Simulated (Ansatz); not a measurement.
A geometry of LaSnIr away from equilibrium: the start of the relaxation of a relaxed LaSnIr cell, doubled along one cell vector, shaken by Gaussian noise of σ = 0.08 Å a coordinate. Calculation: r2SCAN (plane waves to 500 eV, PAW, scalar-relativistic; Ansatz, a quantum-chemistry and plane-wave program). Γ-centred k-mesh 8×8×4 on the run's cell (coarser than for final values), Fermi–Dirac smearing 0.05 eV.

```xyz
6
Lattice="4.5950 0.0000 0.0000 -2.2975 3.9794 0.0000 0.0000 0.0000 8.1790" Properties=species:S:1:pos:R:3 pbc="T T T"
La     0.0389    -0.0944     0.0529
La     0.1021    -0.1395     4.2032
Sn     2.3353     1.2122     2.1604
Sn     2.2476     1.2754     6.0552
Ir     0.1532     2.6782     2.1406
Ir     0.0968     2.6334     6.0268
```

**Question.** What forces act on the atoms (eV/Å)?

**Answer.** 
```csv
atom,Fx,Fy,Fz
La1,-0.19,-0.03,-0.01
La2,-0.46,0.20,-0.71
Sn3,0.67,1.19,-0.18
Sn4,1.60,-0.27,0.71
Ir5,-0.55,-1.13,-0.04
Ir6,-1.08,0.03,0.22
```

**Question.** What is the pressure?

**Answer.** +1.4 GPa, compression positive.

No spin polarisation in the result.

The end of the path is a generated cell of LaSnIr: the first start was made by placing the elements on the sites of a structure type, and the end was not matched to a known phase here, so it may be hypothetical.
